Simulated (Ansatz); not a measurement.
Q: AlNi (rock salt, Fm-3m) is relaxed with DFT-PBE in the program Ansatz with PAW potentials. What lattice parameters of the conventional cell result?

A: a = 4.858 Å.

The start of the workflow was typed in or built on a structure type; neither database checked (COD, Materials Project) lists it. It is not the phase usual at ambient conditions (space group No. 221). The cell was relaxed with PBE under the symmetry of its start; whether a distortion lowers the energy is not shown. The workflow began spin-polarised and lost its moments.

Potentials: the later of the program's two PAW sets.
